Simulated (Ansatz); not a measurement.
InGaP2:
```cif
data_Ga3In3P6
_chemical_formula_sum 'In3 Ga3 P6'
_space_group_name_H-M_alt 'R3m :H'
_space_group_IT_number 160
_space_group_name_Hall 'R 3 -2"'
_cell_length_a 3.99906
_cell_length_b 3.99906
_cell_length_c 19.68202
_cell_angle_alpha 90.000
_cell_angle_beta 90.000
_cell_angle_gamma 120.000
loop_
_atom_site_label
_atom_site_type_symbol
_atom_site_symmetry_multiplicity
_atom_site_Wyckoff_symbol
_atom_site_fract_x
_atom_site_fract_y
_atom_site_fract_z
_atom_site_occupancy
In1 In 3 a 0.00000 0.00000 0.49930 1
Ga1 Ga 3 a 0.00000 0.00000 0.99995 1
P1 P 3 a 0.00000 0.00000 0.88063 1
P2 P 3 a 0.00000 0.00000 0.37014 1
```
(The calculation used a cell of 4 atoms; values per cell refer to that cell.)

Relaxed with PBEsol.

Q: Give the optical modes at the zone centre with their infrared activity from DFPT, plane-wave PAW PBEsol (Ansatz code).

A: Transverse frequencies, without the LO–TO term; a row sums one degenerate level.

| ω (cm⁻¹) | degeneracy | IR ((D/Å)²/amu) | activity | symmetry |
|---|---|---|---|---|
| 62 | 2 | 0.02 | IR | E |
| 195 | 1 | 0.13 | IR | A1 |
| 314 | 2 | 15.55 | IR | E |
| 323 | 1 | 6.54 | IR | A1 |
| 325 | 2 | 6.97 | IR | E |
| 352 | 1 | 4.26 | IR | A1 |

The first step of the workflow began from a Materials Project structure, measured or hypothetical; the Crystallography Open Database copy checked does not list it. With In and Ga taken as one species the cell has the higher symmetry F-43m, so it may be an ordered model of a mixed-site phase. Its standing as an ambient phase is unchecked. The PBEsol relaxation kept the symmetry of its start; of distortions, only those at the zone centre were tested. Scalar-relativistic: spin–orbit coupling is off unless named, which matters more the heavier the elements.

Potentials: the later of the program's two PAW sets.
